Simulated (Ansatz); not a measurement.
Equation of state of Li from a dense series

```yaml
crystal:
  lattice:
    - [3.11100, 0.00000, 0.00000]
    - [-1.55550, 2.69421, 0.00000]
    - [0.00000, 0.00000, 5.09300]
  atoms:
    - { symbol: Li, position: [0.33333, 0.66667, 0.25000] }
    - { symbol: Li, position: [0.66667, 0.33333, 0.75000] }
```

Atom numbers follow the list: Li1, Li2.

Structure: COD 9011003, as refined from experiment and not relaxed.

These are results of Ansatz 0.2.0, DFT, PBEsol, all-electron LAPW, scalar-relativistic, not measurements.

Settings: a Γ-centred 15×15×8 k mesh, Fermi–Dirac smearing of 0.03 eV, basis error target 0.25 meV/atom, no spin polarisation.

The cell is scaled evenly. Fractional coordinates are held (clamped ions).

| V (Å³/atom) | P (GPa) |
| --- | --- |
| 20.063 | 0.09 |
| 20.917 | -0.45 |
| 21.131 | -0.57 |
| 21.344 | -0.69 |
| 21.557 | -0.80 |
| 21.771 | -0.90 |
| 22.198 | -1.10 |
| 22.625 | -1.28 |

(1) Fit a third-order Birch–Murnaghan curve to the pressures.

(2) Predict the pressure at the withheld volume, 20.490 Å³/atom.

Results:

(1) P = (3B0/2)(y^(7/2) − y^(5/2))[1 + (3/4)(B0′ − 4)(y − 1)] with y = (V0/V)^(2/3) fits within 0.01 GPa for V0 = 20.195 Å³/atom, B0 = 13.6 GPa and B0′ = 3.30.

(2) There y = 0.9904, so the fit gives -0.19 GPa; the run gave -0.19 GPa.
